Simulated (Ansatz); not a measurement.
input.yaml

```yaml
crystal:
  lattice:
    - [3.2186815821, 0.0, 0.0]
    - [-1.6093407911, 2.7874600168, 0.0]
    - [0.0, 0.0, 22.2560850138]
  atoms:
    - { symbol: Sc, position: [0.6666666667, 0.3333333333, 0.3819180235] }
    - { symbol: Sc, position: [0.3333333333, 0.6666666667, 0.5] }
    - { symbol: Sc, position: [0.0, 0.0, 0.6180819765] }
basis:
  ecutwfc: 420
kpoints:
  mp_grid: { grid: [9, 9, 1] }
hamiltonian:
  xc: pbesol
scf:
  occupations: { method: gaussian, width: 0.1 }
output:
  forces: true
  eigenvalues: true
relax:
  adjacent_minimum: "off"
  f_tol: 0.03
  max_steps: 70
  constraints: [{ sites: [0] }]
efield:
  axis: 3
  dipole_correction: true
```

It can be run as
```bash
ansatz run input.yaml --threads 1 --pin off --backend cpu --events-out ev --progress --plain --runs-dir out  # memory cap (--max-ram) not shown
```

The calculation used DFT PBEsol, scalar-relativistic, plane waves, PAW in Ansatz.

Abridged output:

```
Pseudopotentials: kind: paw
Pseudopotential: Sc, paw, valence charge 11, recommended cutoff 420 eV (normal)
Functional definition: PBEsol
Crystal: 3 atoms, lattice volume = 199.680 Å³
Basis set: ecut = 420 eV, 3975 PW (Γ), exchange–correlation on 48×48×300 points (8 copies of the dense FFT grid, shifted against one another)
Bands: 21, of which v1, the nominal top of the filled ones, is band 17 counted from 1 (16 counted from 0)
Symmetry: 6 space group operations
k-points: 12 of 81 (time reversal used)
Initial density: superposition of atomic densities (neutral atoms: chi_scale 0, normalization atom), corrected by the library's trained network
Initial wavefunctions: pseudopotential atomic-orbital guess
Functional: x = pbesol(κ = 0.804, μ = 0.12345679), c = pbesol(β = 0.046)
SCF iter   1: F=—  HF=-6332.501196 eV  |F-HF|=—  |Δ(HF+E_count)|=         —  Δρ=4.00e-3  dr2=1.02e-1  ethr=1.77e-3  p=0.000 e·Å  D=8.70e-14 V/Å  ΔV_dip= 0.00 eV  dr2_dipole=2.46e-6  V_vac-E_F(+/−)=3.56/3.56 eV  ⟨swp⟩=6.3  Hψ=1210  notcnv=0
efield: sawtooth ramp at fractional position 0.9500 (placed from the atoms, in the widest stretch of the axis that holds none; the zero of the levels goes with the place), width 0.1000; the density the first Hamiltonian is built on has a dipole p = 0.000 e·Å; the dipole correction subtracts the counter field D = 8.70e-14 V/Å, which shifts the + side's vacuum level by  0.00 eV against the − side's; the planar-averaged density in the ramp window peaks in size at 7.3e-5 e/Å³
SCF iter   2: F=—  HF=-6332.493146 eV  |F-HF|=—  |Δ(HF+E_count)|=   8.05e-3  Δρ=1.72e-3  dr2=5.90e-3  ethr=3.08e-4  p= 0.000 e·Å  D=-2.19e-5 V/Å  ΔV_dip=0.00 eV  dr2_dipole=2.02e-6  V_vac-E_F(+/−)=3.66/3.66 eV  ⟨swp⟩=2.2  Hψ=465  notcnv=0
SCF iter   3: F=—  HF=-6332.492542 eV  |F-HF|=—  |Δ(HF+E_count)|=   6.04e-4  Δρ=4.63e-4  dr2=7.30e-4  ethr=1.79e-5  p= 0.000 e·Å  D=-1.35e-5 V/Å  ΔV_dip=0.00 eV  dr2_dipole=1.99e-7  V_vac-E_F(+/−)=3.65/3.65 eV  ⟨swp⟩=2.8  Hψ=457  notcnv=0
SCF iter   4: F=—  HF=-6332.492513 eV  |F-HF|=—  |Δ(HF+E_count)|=   2.86e-5  Δρ=1.30e-4  dr2=1.51e-4  ethr=2.21e-6  p= 0.000 e·Å  D=-7.23e-6 V/Å  ΔV_dip=0.00 eV  dr2_dipole=9.52e-10  V_vac-E_F(+/−)=3.66/3.66 eV  ⟨swp⟩=2.8  Hψ=442  notcnv=0
SCF iter   5: F=-6332.492514 eV  HF=-6332.492513 eV  |F-HF|=8.40e-7  |Δ(HF+E_count)|=   4.08e-7  Δρ=3.46e-5  dr2=4.43e-6  ethr=4.57e-7  p= 0.000 e·Å  D=-5.60e-6 V/Å  ΔV_dip=0.00 eV  dr2_dipole=2.65e-10  V_vac-E_F(+/−)=3.66/3.66 eV  ⟨swp⟩=1.8  Hψ=266  notcnv=0
SCF iter   6: F=-6332.492516 eV  HF=-6332.492516 eV  |F-HF|=1.05e-7  |Δ(HF+E_count)|=   3.08e-6  Δρ=1.08e-5  dr2=4.65e-7  ethr=1.34e-8  p= 0.000 e·Å  D=-3.21e-6 V/Å  ΔV_dip=0.00 eV  dr2_dipole=7.40e-13  V_vac-E_F(+/−)=3.66/3.66 eV  ⟨swp⟩=3.8  Hψ=932  notcnv=0
SCF 1 converged in 6 iterations: F = -6332.492516 eV  dr2 = 4.65e-7
relax step   1: F+E_penalty+E_count = -6332.49251623 eV  Δ(F+E_penalty+E_count) = +0.000e0 eV  max|allowed force component| = 1.511e-1 eV/Å  Δτ_max = 0.0000 Å  (6 SCF iters, dr2 threshold 2.25e-5 eV, accepted)
Initial density: handed on by an earlier stage of this run
Initial wavefunctions: those handed on with the density
SCF iter   1: F=—  HF=-6332.559523 eV  |F-HF|=—  |Δ(HF+E_count)|=         —  Δρ=7.10e-3  dr2=1.78e0  ethr=3.10e-3  p= 0.000 e·Å  D=-3.21e-6 V/Å  ΔV_dip=0.00 eV  dr2_dipole=4.72e-1  V_vac-E_F(+/−)=3.71/3.71 eV  ⟨swp⟩=4.1  Hψ=798  notcnv=0
efield: sawtooth ramp at fractional position 0.9500 (handed on by an earlier solve), width 0.1000; the density the first Hamiltonian is built on has a dipole p =  0.000 e·Å; the dipole correction subtracts the counter field D = -3.21e-6 V/Å, which shifts the + side's vacuum level by +0.00 eV against the − side's; the planar-averaged density in the ramp window peaks in size at 1.4e-6 e/Å³
SCF iter   2: F=—  HF=-6332.514166 eV  |F-HF|=—  |Δ(HF+E_count)|=   4.54e-2  Δρ=3.61e-3  dr2=2.04e-1  ethr=3.10e-3  p=0.014 e·Å  D=1.23e-2 V/Å  ΔV_dip=-0.27 eV  dr2_dipole=9.36e-2  V_vac-E_F(+/−)=3.40/3.67 eV  ⟨swp⟩=2.0  Hψ=383  notcnv=0
SCF iter   3: F=—  HF=-6332.505849 eV  |F-HF|=—  |Δ(HF+E_count)|=   8.32e-3  Δρ=1.43e-3  dr2=2.48e-2  ethr=6.18e-4  p=0.004 e·Å  D=3.99e-3 V/Å  ΔV_dip=-0.09 eV  dr2_dipole=7.52e-4  V_vac-E_F(+/−)=3.57/3.66 eV  ⟨swp⟩=2.1  Hψ=311  notcnv=0
SCF iter   4: F=—  HF=-6332.505133 eV  |F-HF|=—  |Δ(HF+E_count)|=   7.17e-4  Δρ=5.73e-4  dr2=2.79e-3  ethr=7.52e-5  p=0.004 e·Å  D=3.69e-3 V/Å  ΔV_dip=-0.08 eV  dr2_dipole=8.53e-7  V_vac-E_F(+/−)=3.56/3.65 eV  ⟨swp⟩=1.9  Hψ=283  notcnv=0
SCF iter   5: F=—  HF=-6332.505120 eV  |F-HF|=—  |Δ(HF+E_count)|=   1.22e-5  Δρ=1.54e-4  dr2=4.00e-4  ethr=8.46e-6  p=0.002 e·Å  D=2.03e-3 V/Å  ΔV_dip=-0.05 eV  dr2_dipole=2.28e-4  V_vac-E_F(+/−)=3.58/3.63 eV  ⟨swp⟩=1.9  Hψ=278  notcnv=0
SCF iter   6: F=—  HF=-6332.505083 eV  |F-HF|=—  |Δ(HF+E_count)|=   3.78e-5  Δρ=5.14e-5  dr2=1.56e-5  ethr=1.21e-6  p=0.001 e·Å  D=1.12e-3 V/Å  ΔV_dip=-0.03 eV  dr2_dipole=5.86e-6  V_vac-E_F(+/−)=3.60/3.62 eV  ⟨swp⟩=1.3  Hψ=258  notcnv=0
SCF iter   7: F=—  HF=-6332.505085 eV  |F-HF|=—  |Δ(HF+E_count)|=   2.17e-6  Δρ=2.71e-5  dr2=7.55e-6  ethr=4.73e-8  p=0.001 e·Å  D=6.18e-4 V/Å  ΔV_dip=-0.01 eV  dr2_dipole=9.52e-7  V_vac-E_F(+/−)=3.61/3.62 eV  ⟨swp⟩=2.0  Hψ=399  notcnv=0
SCF iter   8: F=-6332.505085 eV  HF=-6332.505085 eV  |F-HF|=1.02e-7  |Δ(HF+E_count)|=   2.20e-7  Δρ=7.94e-6  dr2=4.34e-7  ethr=4.32e-9  p=0.000 e·Å  D=3.95e-4 V/Å  ΔV_dip=-0.01 eV  dr2_dipole=4.93e-8  V_vac-E_F(+/−)=3.61/3.62 eV  ⟨swp⟩=4.4  Hψ=1141  notcnv=0
SCF 2 converged in 8 iterations: F = -6332.505085 eV  dr2 = 4.34e-7
relax step   2: F+E_penalty+E_count = -6332.50508501 eV  Δ(F+E_penalty+E_count) = -1.257e-2 eV  max|allowed force component| = 8.509e-3 eV/Å  Δτ_max = 0.1526 Å  (8 SCF iters, dr2 threshold 1.43e-6 eV, accepted)
SCF iter   1: F=—  HF=-6332.505072 eV  |F-HF|=—  |Δ(HF+E_count)|=         —  Δρ=7.94e-6  dr2=4.31e-7  ethr=1.31e-9  p=0.000 e·Å  D=3.95e-4 V/Å  ΔV_dip=-0.01 eV  dr2_dipole=4.95e-8  V_vac-E_F(+/−)=3.61/3.62 eV  ⟨swp⟩=1.0  Hψ=792  notcnv=0
efield: sawtooth ramp at fractional position 0.9500 (handed on by an earlier solve), width 0.1000; the density the first Hamiltonian is built on has a dipole p = 0.000 e·Å; the dipole correction subtracts the counter field D = 3.95e-4 V/Å, which shifts the + side's vacuum level by -0.01 eV against the − side's; the planar-averaged density in the ramp window peaks in size at 1.4e-6 e/Å³
SCF iter   2: F=—  HF=-6332.505085 eV  |F-HF|=—  |Δ(HF+E_count)|=   1.26e-5  Δρ=5.41e-6  dr2=3.18e-7  ethr=1.31e-9  p=0.000 e·Å  D=2.90e-4 V/Å  ΔV_dip=-0.01 eV  dr2_dipole=1.11e-8  V_vac-E_F(+/−)=3.61/3.62 eV  ⟨swp⟩=2.5  Hψ=387  notcnv=0
SCF iter   3: F=-6332.505085 eV  HF=-6332.505085 eV  |F-HF|=2.17e-8  |Δ(HF+E_count)|=   3.68e-8  Δρ=3.26e-6  dr2=7.64e-8  ethr=3.03e-10  p=0.000 e·Å  D=2.34e-4 V/Å  ΔV_dip=-0.01 eV  dr2_dipole=1.04e-8  V_vac-E_F(+/−)=3.61/3.62 eV  ⟨swp⟩=2.6  Hψ=890  notcnv=0
SCF 3 converged in 3 iterations: F = -6332.505085 eV  dr2 = 7.64e-8
relax step   3: F+E_penalty+E_count = -6332.50508515 eV  Δ(F+E_penalty+E_count) = -1.367e-7 eV  max|allowed force component| = 8.291e-3 eV/Å  Δτ_max = 0.0000 Å  (3 SCF iters, accepted)
SCF converged after 3 iterations
Free energy (F): -6332.505085 eV
Harris-Foulkes:  -6332.505085 eV  (|F-HF|=2.17e-8)
Internal energy: -6332.468032 eV  (E = F + TS)
E sigma→0 (E₀):  -6332.486559 eV
Entropy (-TS):   -0.037053 eV (-12.351 meV/atom)
Fermi energy:    1.268853 eV
Dipole field:    D = 0.000097 V/Å  (p = 0.000107 e·Å, saw-weighted, corrected)
Work function:   Φ+ = 3.6127 eV   Φ− = 3.6148 eV
Levels:          The Fermi level and band energies are counted from a zero that moves with the ramp; work functions are not
--- Per-component energies (eV) ---
  E_band       = -768.039566
  E_kinetic    = 780.762539
  E_local      = -20703.594432  (includes V_loc(G=0)·N_el)
  E_nonlocal   = 255.465381
  E_hartree    = 9815.510125
  E_xc         = -307.763791
  E_vxc        = -382.661309  (∫ρ·V_xc dr)
  E_paw        = -2796.875494  (= ΣΔE_a)
  E_vpaw       = -349.020513  (= ΣTr[D̂ρ^β])
  E_aug_tail   = 0.000028  (compensation charges beyond the density's cutoff)
  E_efield     = 0.000000  (sawtooth field / dipole correction)
  E_vefield    = 0.000242  (∫n·V_field dr)
  E_ewald      = 6623.640538
  E_core_change = 0.387075  (= ΣΔE_core)
  E_smearing   = -0.037053  (= −TS)
--- Forces (eV/Å), atoms counted from 1 ---
  atom   1  Sc     0.00000000     0.00000000     0.01410427
  atom   2  Sc     0.00000000     0.00000000    -0.00829140
  atom   3  Sc     0.00000000     0.00000000    -0.00585421
--- Band table (eV; the first three rows and the last of 12) ---
  k-point 0: bands = ["-48.1664", "-48.1621", "-47.6235", "-27.0172", "-26.9624", "-26.6756", "-26.6756", "-26.6716", "-26.6716", "-26.3306", "-26.1604", "-26.1604", "-3.5667", "-2.5065", "-1.1388", "1.2851", "1.3473", "1.9454", "2.7020", "2.7020", "2.7290"]
  k-point 1: bands = ["-48.1607", "-48.1564", "-47.6180", "-27.0062", "-26.9581", "-26.7194", "-26.7151", "-26.6855", "-26.6814", "-26.3262", "-26.2011", "-26.1698", "-3.2834", "-2.2327", "-0.8805", "1.3428", "1.3598", "1.8393", "2.4751", "2.5045", "2.8578"]
  k-point 2: bands = ["-48.1462", "-48.1421", "-47.6042", "-26.9787", "-26.9480", "-26.8292", "-26.8206", "-26.7104", "-26.7060", "-26.3187", "-26.3017", "-26.1937", "-2.4970", "-1.4950", "-0.2240", "1.1643", "1.3863", "1.7065", "1.9893", "2.1339", "2.7683"]
  k-point 11: bands = ["-48.1112", "-48.1072", "-47.5706", "-26.9390", "-26.9258", "-26.9245", "-26.9186", "-26.9116", "-26.9105", "-26.3940", "-26.3938", "-26.3059", "0.6689", "0.6741", "0.6768", "1.2512", "1.2523", "1.4529", "1.8035", "1.8049", "1.9146"]
--- Relaxed structure (3 steps of the walk, 3 accepted, 0 SCFs on fresh bases) ---
  F+E_penalty+E_count = -6332.50508515 eV   max|allowed force component| = 8.291e-3 eV/Å
  atoms:
    - { symbol: Sc, position: [0.66666666, 0.33333333, 0.38191802] }
    - { symbol: Sc, position: [0.33333333, 0.66666666, 0.49666724] }
    - { symbol: Sc, position: [0.0, 0.0, 0.61122446] }
```

The relaxation met its thresholds.